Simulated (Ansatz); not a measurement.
**GaN, first-principles data**

GaN:
```xyz
12
Lattice="3.1812 0.0000 0.0000 -1.5906 2.7550 0.0000 0.0000 0.0000 15.5719" Properties=species:S:1:pos:R:3 pbc="T T T"
Ga     0.0000     0.0000    15.5681
Ga     0.0000     0.0000     7.7821
Ga     1.5906     0.9183    12.9762
Ga     0.0000     1.8367     5.1902
Ga     1.5906     0.9183     2.5938
Ga     0.0000     1.8367    10.3797
N      0.0000     0.0000    13.6199
N      0.0000     0.0000     5.8339
N      1.5906     0.9183    11.0261
N      0.0000     1.8367     3.2401
N      1.5906     0.9183     0.6441
N      0.0000     1.8367     8.4301
```

Space group P6_3mc (No. 186); conventional cell a = b = 3.1812 Å, c = 15.5719 Å, α = β = 90.00°, γ = 120.00°.

Method: the program Ansatz at the r²SCAN level (PAW). The cell and atoms are relaxed at this level. Other levels are named where they apply.

Cell and energy:

* **Volume per atom**: 11.37 Å³
* **Density**: 6.11 g/cm³
* **Formation energy from the elements (no fitted shifts)**: -0.64 eV/atom

Electronic structure:

* **Band gap**: 2.22 eV (direct)
* **Valence-band maximum**: at Γ
* **Conduction-band minimum**: at Γ
* **Electron effective mass**: 0.17 mₑ (isotropic)
* **Electron effective mass with spin–orbit coupling**: 0.17 mₑ (isotropic)
* **Hole effective mass, band 1 of 2 at the edge**: 2.2 along x, 2.0 along z (mₑ)
* **Hole effective mass, band 2 of 2 at the edge**: 0.17 along x, 2.0 along z (mₑ)
* **Hole effective mass with spin–orbit coupling, band 1 of 2 at the edge**: 2.0 along z (mₑ)
* **Hole effective mass with spin–orbit coupling, band 2 of 2 at the edge**: 0.27 along x, 0.80 along z (mₑ)
* **HSE06 gap on the r²SCAN cell**: 3.07 eV
* **Gap with spin–orbit coupling**: 2.22 eV

Mechanics:

- Bulk modulus (Birch–Murnaghan fit) = 196 GPa
- Pressure derivative B′ = 4.3
- Elastic constants (relaxed ions, GPa) = C11 = 361, C12 = 139, C13 = 90.7, C33 = 409, C44 = 97.7
- Mechanical stability = stable (all eigenvalues of C positive)
- Hill bulk and shear moduli = 197 and 113 GPa
- Young's modulus = 285 GPa
- Poisson's ratio = 0.26
- Debye temperature from the elastic constants = 634 K
- Piezoelectric stress constants (proper, relaxed ions, C/m²) = e15 = e24 = 0.23, e31 = e32 = 0.27, e33 = -0.51

Dielectric response:

Electronic dielectric constant ε∞ (DFPT): 5.48 (xx = yy), 5.64 (zz)
Static dielectric constant ε0 (ions relaxed, cell fixed): 9.83 (xx = yy), 10.3 (zz)
Born charges (a third of the trace): Ga +2.66 to +2.68, N -2.68 to -2.67 e

Phonons:

Highest zone-centre frequency (without LO–TO term): 21.80 THz
Zone-centre stability: no imaginary mode at Γ

Charges:

Bader charges: Ga +1.64 to +1.65, N -1.65 to -1.64 e

The cell is a constructed one: a structure type filled with these elements. Its sites differ from those of the usual phase in this space group: another stacking or structure type. The r²SCAN relaxation kept the symmetry of its start. Signs of piezoelectric constants follow the polarity of the cell as given. The references are the lowest solids computed at this level, not always the standard phases (solids in place of the gases). Spin–orbit coupling is left out wherever it is not named.

Potentials: the later of the program's two PAW sets.
